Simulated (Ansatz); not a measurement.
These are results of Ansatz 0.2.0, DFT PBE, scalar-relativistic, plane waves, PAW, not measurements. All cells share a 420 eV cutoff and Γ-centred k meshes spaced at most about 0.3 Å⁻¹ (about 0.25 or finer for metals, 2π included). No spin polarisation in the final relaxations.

The zero of energy is the elements' standard structures at the same level; no fitted shifts are applied.

A relaxed structure of Li7B has 31.36 Å³/atom, +0.52 eV/atom against the elements, no gap on its mesh:

```cif
data_structure
_symmetry_space_group_name_H-M 'P 1'
_symmetry_Int_Tables_number 1
_cell_length_a 7.0794
_cell_length_b 7.0794
_cell_length_c 7.0794
_cell_angle_alpha 60.000
_cell_angle_beta 60.000
_cell_angle_gamma 60.000
_cell_volume 250.88
loop_
_atom_site_label
_atom_site_type_symbol
_atom_site_fract_x
_atom_site_fract_y
_atom_site_fract_z
_atom_site_occupancy
Li1 Li 0.71528 0.28472 0.28472 1
Li2 Li 0.28472 0.71528 0.71528 1
Li3 Li 0.28472 0.71528 0.28472 1
Li4 Li 0.71528 0.28472 0.71528 1
Li5 Li 0.28472 0.28472 0.71528 1
Li6 Li 0.71528 0.71528 0.28472 1
Li7 Li 0.00000 0.00000 0.00000 1
B1 B 0.50000 0.50000 0.50000 1
```

Task: As takes the place of B on the same sites, and the cell is relaxed. What changes?

Result: Li7As has a = 10.427 Å: 35.43 Å³/atom, +0.06 eV/atom against the elements, no gap on its mesh. The volume per atom changes by +13.0 % and the formation energy by -0.47 eV/atom (from unrounded values). Covalent radii: B 0.84 Å, As 1.19 Å; electronegativities 2.04 and 2.18. The cell follows the size of the atom. Li on a site of symmetry 4mm has 1 As at 2.41 Å and 1 Li at 2.80 Å; around Li on a site of symmetry m-3m lie 6 Li at 2.80 Å; As has 6 Li at 2.41 Å.

```cif
data_structure
_symmetry_space_group_name_H-M 'Fm-3m'
_symmetry_Int_Tables_number 225
_cell_length_a 10.4274
_cell_length_b 10.4274
_cell_length_c 10.4274
_cell_angle_alpha 90.000
_cell_angle_beta 90.000
_cell_angle_gamma 90.000
_cell_volume 1133.76
loop_
_atom_site_label
_atom_site_type_symbol
_atom_site_symmetry_multiplicity
_atom_site_Wyckoff_symbol
_atom_site_fract_x
_atom_site_fract_y
_atom_site_fract_z
_atom_site_occupancy
Li1 Li 24 e 0.73131 0.00000 0.00000 1
Li2 Li 4 a 0.00000 0.00000 0.00000 1
As1 As 4 b 0.50000 0.00000 0.00000 1
```

The two cells were relaxed from separate starts that ended on the same group and sites; neither need be the stable form of its compound. The zero gap of Li7B Fm-3m may come from the functional, which often closes small gaps, or the cell may be a true semimetal. The reference form of As is held partly by dispersion forces, which this level lacks. Cells relaxed within their symmetry can be saddle points.
